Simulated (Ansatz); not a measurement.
Na2PdC2:
```
Na2PdC2
1.0
    4.45266     0.00000     0.00000
   -2.22633     3.85612     0.00000
    0.00000     0.00000     5.21586
Na Pd C
2 1 2
Direct
  0.33333   0.66667   0.71976
  0.66667   0.33333   0.28024
  0.00000   0.00000   0.00000
  0.00000   0.00000   0.62148
  0.00000   0.00000   0.37852
```

Relaxed with PBEsol. Independent-particle spectrum: no excitons, no local fields, no scissors shift; 0.1 eV broadening; ε₁ of the summed bands alone.

**Question.** Tabulate the dielectric function from plane-wave PAW PBEsol (Ansatz code).

**Answer.** 

```tsv
E (eV)	ε₁ xx	ε₂ xx	ε₁ zz	ε₂ zz
0.0	6.05	0.00	13.11	0.00
0.4	6.19	0.00	13.67	0.00
0.8	6.71	0.00	16.30	0.00
1.2	8.79	0.50	20.33	10.41
1.6	8.07	4.23	11.17	17.04
2.0	5.41	5.79	5.09	10.20
2.4	4.31	5.04	5.83	8.77
2.8	3.98	5.63	6.49	9.48
3.2	0.73	5.75	4.88	14.97
3.6	-0.04	3.06	-4.79	12.45
4.0	0.52	2.25	-3.94	5.28
4.4	0.82	1.62	-2.02	3.09
4.8	1.38	1.20	-0.27	2.16
5.2	2.00	1.09	1.23	2.16
5.6	2.25	2.06	2.69	3.57
6.0	1.70	1.53	1.26	4.42
6.4	1.80	1.51	-0.38	5.15
6.8	2.48	1.72	-0.51	3.39
7.2	1.92	2.15	-0.14	2.31
7.6	1.80	2.35	1.11	2.89
8.0	2.42	2.04	0.33	4.16
8.4	2.22	2.61	-0.13	3.22
8.8	1.24	3.28	-0.79	3.09
9.2	0.39	2.71	-0.72	2.04
9.6	0.46	2.24	-0.47	2.10
10.0	0.50	1.99	-0.47	1.79
10.4	0.51	2.16	-0.49	1.98
10.8	0.23	1.92	-0.62	1.46
11.2	0.18	1.57	-0.50	1.23
11.6	0.22	1.40	-0.23	1.04
12.0	0.05	1.28	-0.12	1.20
```

With all bands, ε∞ without local fields is 6.21 (xx = yy), 13.2 (zz).

Space group P-3m1. The first step of the workflow began from a Materials Project structure, measured or hypothetical; the Crystallography Open Database copy checked does not list it. Its standing as an ambient phase is unchecked. Symmetry was held in the PBEsol relaxation; whether a distortion lowers the energy is not shown. No spin polarisation was allowed. Scalar-relativistic: spin–orbit coupling is off unless named, which matters more the heavier the elements.

Potentials: the later of the program's two PAW sets.
